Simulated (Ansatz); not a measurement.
SrMg2Bi2:
Space group P-3m1 (No. 164); a = b = 4.815 Å, c = 7.991 Å, α = β = 90.00°, γ = 120.00°

```csv
atom,site,symmetry,x,y,z
Sr,1a,-3m.,0.0000,0.0000,0.0000
Mg,2d,3m.,0.6667,0.3333,0.3746
Bi,2d,3m.,0.3333,0.6667,0.2544
```

Relaxed with r²SCAN. DFT-r²SCAN in the program Ansatz with PAW potentials gives a gap of 1.10 eV.

What gap does HSE06 give on the same cell (Ansatz, PAW)?

1.08 eV, -0.02 eV more. The hybrid was solved on a coarser mesh and at special points; the gap given is the minimum over both.

Cost on shared cores: the r²SCAN run (SCF on a 7×7×4 mesh, then bands and DOS) roughly 110 core-seconds, the HSE06 run (SCF on 4×4×2, then a few points) about 70 core-seconds (a rough figure); the tasks are unlike.

The first step of the workflow began from a Materials Project structure, measured or hypothetical; the Crystallography Open Database copy checked does not list it. Its standing as an ambient phase is unchecked. Symmetry was held in the r²SCAN relaxation; whether a distortion lowers the energy is not shown. Scalar-relativistic: spin–orbit coupling is off unless named, which matters more the heavier the elements.

Potentials: the later of the program's two PAW sets.
